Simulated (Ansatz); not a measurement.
# Is this Al₄CoNi₃ structure a true minimum?

The structure comes from a generated guess, relaxed at this level; another structure or a mixture of phases may lie lower.

Level of theory: DFT PBE, scalar-relativistic, plane waves, PAW (Ansatz 0.2.0). Cutoff 420 eV; k points 10×10×10 on the computed 8-atom cell (Γ-centred); Gaussian smearing, width 0.10 eV; collinear spin from starting moments 0.0 0.0 0.0 0.0 0.1 0.1 0.1 0.8 μB.

The cell below (8 atoms, space group Im-3m (No. 229)) is relaxed within its symmetry.

```cif
data_structure
_symmetry_space_group_name_H-M 'P 1'
_symmetry_Int_Tables_number 1
_cell_length_a 5.0000
_cell_length_b 5.0000
_cell_length_c 5.0000
_cell_angle_alpha 109.471
_cell_angle_beta 109.471
_cell_angle_gamma 109.471
_cell_volume 96.23
loop_
_atom_site_label
_atom_site_type_symbol
_atom_site_fract_x
_atom_site_fract_y
_atom_site_fract_z
_atom_site_occupancy
Al1 Al 0.00000 0.50000 0.00000 1
Al2 Al 0.50000 0.50000 0.50000 1
Al3 Al 0.00000 0.00000 0.50000 1
Al4 Al 0.50000 0.00000 0.00000 1
Ni1 Ni 0.50000 0.00000 0.50000 1
Ni2 Ni 0.50000 0.50000 0.00000 1
Ni3 Ni 0.00000 0.50000 0.50000 1
Co1 Co 0.00000 0.00000 0.00000 1
```

For the test it was strained at random (σ = 1.5 % a component), the atoms were moved at random (σ = 0.05 Å), and all was relaxed again on a coarse 6×6×6 mesh (in the run’s order of axes) with 0.20 eV smearing, with no symmetry imposed.

The magnetic state reached may not be the lowest.

Q: What happens?

A: It returns, within 1 meV/atom of the unmoved cell on that mesh and with the same symmetry when read at 0.1 Å. No instability shows in this cell; modes of other wave vectors, which need another repeat, aren't tested.
